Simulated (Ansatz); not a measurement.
SrTiO3 (cubic perovskite)

```yaml
crystal:
  lattice:
    - [3.89108, 0.00000, 0.00000]
    - [0.00000, 3.89108, 0.00000]
    - [0.00000, 0.00000, 3.89108]
  atoms:
    - { symbol: Sr, position: [0.00000, 0.00000, 0.00000] }
    - { symbol: Ti, position: [0.50000, 0.50000, 0.50000] }
    - { symbol: O, position: [0.00000, 0.50000, 0.50000] }
    - { symbol: O, position: [0.50000, 0.50000, 0.00000] }
    - { symbol: O, position: [0.50000, 0.00000, 0.50000] }
```

The slice is a {110} plane (indices of the conventional cell) through the point (0.500, 0.500, 0.500) (fractional), spanned by u = [100] and v = [011] in vectors of this cell: u (3.89 Å) and v (5.50 Å, at 90° to u). It covers one period; positions are fractions (u, v).

Level of theory: PBEsol (plane waves to 420 eV, PAW, scalar-relativistic; Ansatz, a first-principles code). k mesh 9×9×9. Near the nuclei the fields are pseudised (PAW); where an atom keeps semicore shells as valence, they peak there. SrTiO3 is run without spin polarisation. SrTiO3 was relaxed with its symmetry unable to fall.

Three fields on this plane, each scaled to ten steps between its own extremes (0 low, 9 high; the total valence density on a logarithmic scale, the potential cut 8 eV below its top; x marks points blanked near nuclei; v = 0 in the bottom row):

Map A
```
|xxxx01xxxxxx10xxx|
|xxx003xxxxxx300xx|
|xx00157xxxx75100x|
|00015788888875100|
|22457788888877542|
|77777765555677777|
|99886520000256889|
|99874100000014789|
|9985100xxxx001589|
|987400xxxxxx00478|
|886200xxxxxx00268|
|886200xxxxxx00268|
|886200xxxxxx00268|
|987400xxxxxx00478|
|9985100xxxx001589|
|99874100000014789|
|99886520000256889|
|77777765555677777|
|22457788888877542|
|00015788888875100|
|xx00157xxxx75100x|
|xxx003xxxxxx300xx|
|xxxx01xxxxxx10xxx|
|xxxx00xxxxxx00xxx|
```

Map B
```
|xxxx88xxxxxx88xxx|
|xxx867xxxxxx768xx|
|xx86567xxxx76568x|
|76543456666543456|
|54433334444333344|
|44332233333322334|
|33322345555432233|
|32223467887643222|
|2222468xxxx864222|
|111358xxxxxx85311|
|001369xxxxxx96310|
|001479xxxxxx97410|
|001369xxxxxx96310|
|111358xxxxxx85311|
|2222468xxxx864222|
|32223467887643222|
|33322345555432233|
|44332233333322334|
|54433334444333344|
|76543456666543456|
|xx86567xxxx76568x|
|xxx867xxxxxx768xx|
|xxxx88xxxxxx88xxx|
|xxxx89xxxxxx98xxx|
```

Map C
```
|xxxx25xxxxxx52xxx|
|xxx014xxxxxx410xx|
|xx00138xxxx83100x|
|00000137997310000|
|00000012332100000|
|00000001111000000|
|00000000000000000|
|00000000000000000|
|0000000xxxx000000|
|000000xxxxxx00000|
|000000xxxxxx00000|
|000000xxxxxx00000|
|000000xxxxxx00000|
|000000xxxxxx00000|
|0000000xxxx000000|
|00000000000000000|
|00000000000000000|
|00000001111000000|
|00000012332100000|
|00000137997310000|
|xx00138xxxx83100x|
|xxx014xxxxxx410xx|
|xxxx25xxxxxx52xxx|
|xxxx26xxxxxx62xxx|
```

### Question
Assign the maps to these fields: density of the highest valence band (whole band, smooth part); valence electron density; electrostatic potential energy of an electron, from the cell's mean.

### Answer
A is the electrostatic potential energy of an electron, from the cell's mean; B is the valence electron density; C is the density of the highest valence band (whole band, smooth part).
